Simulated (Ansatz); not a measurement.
CsCdCl₃: two-dimensional strain map

The calculation used Ansatz 0.2.0, DFT LDA, scalar-relativistic, plane waves, PAW. The runs took a 420 eV cutoff, a Γ-centred 6×6×6 mesh and Gaussian smearing (0.05 eV). Spin–orbit coupling is left out, which matters for the heavy elements here. No spin polarisation. Energies are free energies at this smearing, counted from the undisturbed cell; pressure is positive in compression.

The starting cell (as given, not relaxed at this level; it stands at -1.9 GPa, and it needn't be the usual structure):

```
Cs Cd Cl
1.0
     5.20000    0.00000    0.00000
     0.00000    5.20000    0.00000
     0.00000    0.00000    5.20000
Cs Cd Cl
1 1 3
Direct
  0.00000 0.00000 0.00000
  0.50000 0.50000 0.50000
  0.00000 0.50000 0.50000
  0.50000 0.00000 0.50000
  0.50000 0.50000 0.00000
```

The cell is strained by p along both x and y and by q along z, fractional coordinates fixed. Points are written (p, q).

Energy above the undisturbed cell in meV/atom (a dash: not computed):

```csv
p \ q,-0.030,-0.015,0.000,0.015,0.030
-0.030,-2.4,-5.5,-5.5,-2.9,2.0
-0.015,-7.6,-8.6,-6.6,-2.2,4.3
0.000,-4.7,-3.8,0.0,6.1,14.2
0.015,4.8,7.6,13.0,20.7,30.3
0.030,19.9,24.4,31.4,40.6,51.5
```

Pressure in GPa:

| p \ q | -0.030 | -0.015 | 0.000 | 0.015 | 0.030 |
| --- | --- | --- | --- | --- | --- |
| -0.030 | 1.9 | 1.2 | 0.5 | 0.0 | -0.5 |
| -0.015 | 0.5 | -0.2 | -0.8 | -1.3 | -1.8 |
| 0.000 | -0.8 | -1.4 | -1.9 | -2.4 | -2.8 |
| 0.015 | -1.8 | -2.3 | -2.8 | -3.2 | -3.6 |
| 0.030 | -2.6 | -3.1 | -3.5 | -3.9 | -4.2 |

Gap on the k-mesh in eV:

```csv
p \ q,-0.030,-0.015,0.000,0.015,0.030
-0.030,1.65,1.59,1.53,1.48,1.43
-0.015,1.57,1.58,1.53,1.47,1.43
0.000,1.50,1.51,1.51,1.46,1.41
0.015,1.44,1.44,1.44,1.44,1.39
0.030,1.38,1.38,1.37,1.37,1.36
```

Symmetry holds off the tilts and polar distortions that many cubic perovskites undergo.